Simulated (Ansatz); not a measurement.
## How much do the gradients of CdSe depend on the method?

Cell: an entry of the Crystallography Open Database (COD), ions relaxed with PBE at fixed cell.

```
CELL_PARAMETERS angstrom
4.30000 0.00000 0.00000
-2.15000 3.72391 0.00000
0.00000 0.00000 7.02000
ATOMIC_POSITIONS crystal
Cd 0.33333 0.66667 0.00486
Cd 0.66667 0.33333 0.50486
Se 0.33333 0.66667 0.38014
Se 0.66667 0.33333 0.88014
```

Sites (sets of like atoms) are named by element and the number of their first atom in this list.

First run. Method: Kohn–Sham DFT in Ansatz, PBE, plane waves and PAW, scalar-relativistic, 420 eV cutoff, Γ-centred 9×9×5 k-points, Fermi–Dirac smearing 0.01 eV.

| site | atom | V_zz (10²¹ V/m²) | η |
| --- | --- | --- | --- |
| Cd | 1 | 0.079 | 0.00 |
| Se | 3 | 0.29 | 0.00 |

Second run. The same atoms and settings, except that the functional is r2SCAN and the cutoff is 500 eV.

(1) What does the second run give?

## Answers

(1) 

```
site  atom  V_zz     η  change of V_zz
  Cd     1  0.11  0.00           +0.03
  Se     3  0.30  0.00           +0.01
```

No V_zz moves by more than 0.03.

Without spin–orbit coupling (the program notes it for Cd) the gradients can shift somewhat, as the gap is small.
For the first run: With a gap of 0.7 eV on this mesh, small gradients can still move by 0.1 × 10²¹ V/m² or more as the k-mesh gets denser.
